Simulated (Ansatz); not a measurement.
Input:

Sr$_{2}$TaNO$_{3}$:
```xyz
7
Lattice="-1.9776 1.9776 6.5141 1.9776 -1.9776 6.5141 1.9776 1.9776 -6.5141" Properties=species:S:1:pos:R:3 pbc="T T T"
Ta     0.0000     0.0000    12.9140
O      0.0000     1.9776     0.0882
O      1.9776     0.0000     0.0882
O      0.0000     0.0000     2.0869
N      0.0000     0.0000    11.0083
Sr     0.0000     0.0000     4.4611
Sr     0.0000     0.0000     8.4379
```

This is the PBEsol-relaxed structure. Tensor components refer to the Cartesian frame of this cell.

Problem. All from plane-wave PAW PBEsol (Ansatz code), unless another level is named. Estimate the band gap.

Solution. 1.29 eV (indirect).

Problem. And the formation energy from the elements (no fitted shifts)?

Solution. -2517 meV/atom.

Problem. Give the electron effective mass.

Solution. 0.30 along x (mₑ).

Problem. What about the valence-band maximum?

Solution. at X.

Space group I4mm. The start of the workflow was typed in or built on a structure type; neither database checked (COD, Materials Project) lists it. Whether it is the stable phase at ambient conditions was not checked. The PBEsol relaxation kept the symmetry of its start; its stability against distortions is not shown here. No spin polarisation was allowed. The references are the lowest solids computed at this level, not always the standard phases (solids in place of the gases). Scalar-relativistic: spin–orbit coupling is off unless named, which matters more the heavier the elements.

Potentials: the earlier of the program's two PAW sets. The files were generated under PBE; for other functionals the program regenerates the frozen cores, and for LDA and PBEsol the local potential too.
